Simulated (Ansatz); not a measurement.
GdCu (Pm-3m); free moments from the typed start.

```
Gd Cu
1.0
     3.50200    0.00000    0.00000
     0.00000    3.50200    0.00000
     0.00000    0.00000    3.50200
Gd Cu
1 1
Direct
  0.50000 0.50000 0.50000
  0.00000 0.00000 0.00000
```

The source of the geometry is a structure as deposited in COD; atoms and cell stay fixed.

Functional, mesh and filling: LDA, 12×12×12 k mesh, Fermi–Dirac smearing of 0.05 eV. PAW means Ansatz 0.2.0 on its default frozen-core files. Site moments are integrated in spheres about the atoms. Start moments (μB): Gd1 7.

Iteration by iteration:

```tsv
iteration	Harris–Foulkes energy less the last (meV)	density residual (eV)	M (μB)	∫|m| (μB)
1	-2124.026	2.8e+01	7.0608	7.0649
2	-1168.335	3.4e+00	6.9833	6.9867
3	-32.533	2.6e-01	6.9805	6.9850
4	-21.831	3.1e-01	7.0093	7.0155
5	-25.112	1.9e-01	7.0769	7.0825
6	2.278	4.0e-02	7.0805	7.0861
7	-17.737	3.2e-02	7.0874	7.0932
8	-0.557	1.6e-03	7.0873	7.0929
9	0.002	3.7e-04	7.0878	7.0934
10	0.155	1.3e-04	7.0884	7.0939
11	0.018	3.7e-05	7.0869	7.0925
12	0.001	8.0e-06	7.0862	7.0917
13	0.000	7.7e-07	7.0855	7.0911
14	0.000	2.8e-07	7.0854	7.0910
15	0.000	3.1e-09	7.0854	7.0909
```

Site moments (μB): Gd1 6.94, Cu2 0.01. Cell moment 7.09 μB.

The PAW files were made with PBE; the program remakes their cores once for the run's functional and then keeps them frozen. Without U a semilocal functional puts the f levels too near the Fermi level, which can change moments and the order of magnetic states; site and cell moments are spin moments. Spin–orbit coupling is left out although heavy atoms are present. With open f shells a run can end in a state that isn't the lowest. The magnetic state is the one that this cell and start allow. It needn't be the compound's measured order, which may need a larger cell or be absent.
